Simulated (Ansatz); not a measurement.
MgCu4Sn:
```xyz
6
Lattice="0.0000 3.4947 3.4947 3.4947 0.0000 3.4947 3.4947 3.4947 0.0000" Properties=species:S:1:pos:R:3 pbc="T T T"
Cu     4.3647     4.3647     2.6246
Cu     4.3647     2.6246     4.3647
Cu     2.6246     4.3647     4.3647
Cu     2.6246     2.6246     2.6246
Sn     0.0000     0.0000     0.0000
Mg     5.2420     5.2420     5.2420
```

Relaxed with r²SCAN. Special points in fractions of this cell's reciprocal vectors: Γ (0.000, 0.000, 0.000); X (0.500, 0.000, 0.500); U (0.625, 0.250, 0.625); K (0.375, 0.375, 0.750); L (0.500, 0.500, 0.500); W (0.500, 0.250, 0.750).

Task: List the band energies nearest the Fermi level at these points for plane-wave PAW r²SCAN with spin–orbit coupling (Ansatz code).

Result: In eV from the Fermi level; about four levels below and three above (degenerate sets whole), none deeper than 8.9 eV; points with the same levels are listed once.

```
k                    below                above
-  -----------------------  -------------------
Γ  -0.99 -0.99 -0.99 -0.99  1.00 1.00 2.10 2.10
X  -1.00 -1.00 -0.80 -0.80  6.27 6.27 6.46 6.46
U  -1.33 -1.32 -0.96 -0.96       1.39 1.42 3.77
L  -0.87 -0.87 -0.84 -0.84  1.01 1.01 1.40 1.40
W  -2.10 -2.02 -1.89 -1.83       0.57 0.58 1.49
```

Space group F-43m. The workflow started from an entry of the Crystallography Open Database (COD). Whether it is the stable phase at ambient conditions was not checked. The r²SCAN relaxation kept the symmetry of its start; its stability against distortions is not shown here. The run is not spin-polarised.

Potentials: the later of the program's two PAW sets.
